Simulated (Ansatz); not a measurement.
Computed with DFT PBE, scalar-relativistic, plane waves, PAW in Ansatz 0.2.0. All cells share a 420 eV cutoff and Γ-centred k meshes spaced about 0.3 Å⁻¹ or finer (0.25 for metals, 2π included). No spin polarisation in the final relaxations.

Each of these unrelaxed guesses is relaxed in cell and atoms within its symmetry. A guess keeps its type if space group and coordination stay and the shape of the cell changes little (axis ratios within about 15 %, angles within 6°); the volume may change.

1. Ta2F

```
Ta F
1.0
     6.24217    0.00000    0.00000
     0.00000    3.02440    0.00000
    -0.01320    0.00000    5.04391
Ta F
4 2
Cartesian
  4.0939 1.7134 1.9450
  2.1417 0.2012 0.5770
  2.1351 1.3110 3.0989
  4.0873 2.8232 4.4670
  0.0000 0.0000 0.0000
  -0.0066 1.5122 2.5220
```

2. Ta2F

```
Ta F
1.0
     2.85000    0.00000    0.00000
    -1.42500    2.46817    0.00000
     0.00000    0.00000   12.20000
Ta F
4 2
Direct
  0.00000 0.00000 0.29500
  0.00000 0.00000 0.70500
  0.33333 0.66667 0.09800
  0.66667 0.33333 0.90200
  0.66667 0.33333 0.41000
  0.33333 0.66667 0.59000
```

Q: Which keep their type?

A: Guess 2 keeps its type.

```json
{"guess": "1", "kept": "no", "start group": "P2_1/c", "end group": "P2_1/c", "V start (Å³/atom)": "15.9", "V end": "16.3", "b/a and c/a, end over start": "0.84, 0.97", "nearest neighbours start": "F 2, Ta 2", "nearest neighbours end": "F 2, Ta 1"}
{"guess": "2", "kept": "yes", "start group": "P-3m1", "end group": "P-3m1", "V start (Å³/atom)": "14.3", "V end": "17.1", "b/a and c/a, end over start": "1.00, 1.09", "nearest neighbours start": "F 3, Ta 3/12", "nearest neighbours end": "F 3, Ta 3/12"}
```

Neighbours count within 15 % of an atom's shortest distance; end groups are read at 0.02 Å (0.05 Å in metals).

No dispersion correction is applied, so the spacing and binding between layers, chains or molecules are poorly described (P-3m1), and this can change margins and order among such cells. Spin–orbit coupling, which can matter for Ta, is left out. With atoms moved at random, P-3m1 (by 165 meV/atom) fell into a lower structure. Without a clear test, and held by symmetry: P2_1/c.

In counts of neighbours, a slash parts the counts of unlike sites.
